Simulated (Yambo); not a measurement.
Yambo run on SnO2 (rutile, space group P4_2/mnm, No. 136). The wavefunctions are PBE (stringent potentials; Quantum ESPRESSO, PseudoDojo norm-conserving, 102 Ry, scalar-relativistic) ones on a 2×2×4 mesh (34 occupied bands); a = 4.766 Å, b = 4.766 Å, c = 3.212 Å, α = 90.00°, β = 90.00°, γ = 90.00°.

Yambo input:

```
rim_cut
gw0
dyson
el_el_corr
HF_and_locXC
cohsex
em1s
RandQpts= 1000000
RandGvec= 1 Ry
EXXRLvcs= 102 Ry
VXCRLvcs= 408 Ry
Chimod= "HARTREE"
% BndsRnXs
 9 | 227 |
%
NGsBlkXs= 12 Ry
% LongDrXs
 1.0 | 1.0 | 1.0 |
%
ExtendOut
% QPkrange
 1 | 1 | 34 | 35 |
%
```

k points by index: 1 = Γ.

Table of the .qp output:

```
#    K-point    Band    Eo [eV]    E [eV]    E-Eo [eV]    Vxc [eV]    Vnlxc [eV]    Sc|Eo [eV]    Re(Z)    Im(Z)
#
    1    34    0.000000    -3.183513    -3.183513    -20.31492    -26.18579    2.687360    1.000000    0.000000
    1    35    1.028989    0.338946    -0.690043    -16.44088    -12.38758    -4.743343    1.000000    0.000000
```
(The two width columns are left out.) Convergence of these settings isn't established.

Spin-orbit coupling is not included.

Geometry relaxed with PBEsol.
